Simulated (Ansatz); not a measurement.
ScPd:
```yaml
crystal:
  lattice:
    - [3.29523, 0.00000, 0.00000]
    - [0.00000, 3.29523, 0.00000]
    - [0.00000, 0.00000, 3.29523]
  atoms:
    - { symbol: Sc, position: [0.50000, 0.50000, 0.50000] }
    - { symbol: Pd, position: [0.00000, 0.00000, 0.00000] }
```

Relaxed with r²SCAN. Special points in fractions of this cell's reciprocal vectors: Γ (0.000, 0.000, 0.000); X (0.000, 0.500, 0.000); M (0.500, 0.500, 0.000); R (0.500, 0.500, 0.500).

**Question.** List the band energies nearest the Fermi level at these points for DFT-r²SCAN in the program Ansatz with PAW potentials.

**Answer.** In eV from the Fermi level; about four levels below and three above (degenerate sets whole), none deeper than 8.9 eV; points with the same levels are listed once.

```
k                          below                     above
-  -----------------------------  ------------------------
Γ  -4.88 -4.88 -3.01 -3.01 -3.01  1.32 1.32 3.38 3.38 3.38
X  -3.33 -3.33 -3.09 -2.74 -0.79            0.19 1.44 1.44
M        -3.81 -3.81 -2.09 -0.56            0.55 0.55 1.80
R  -2.05 -2.05 -1.16 -1.16 -1.16            3.83 3.83 5.92
```

Space group Pm-3m (CsCl type). The workflow started from a Materials Project entry (that database holds measured and hypothetical structures alike); the Crystallography Open Database files this formula in space group No. 221, but the cells were not matched. Whether it is the stable phase at ambient conditions was not checked. The r²SCAN relaxation kept the symmetry of its start; whether a distortion lowers the energy is not shown. The run is not spin-polarised. Spin–orbit coupling is left out wherever it is not named.

Potentials: the later of the program's two PAW sets.
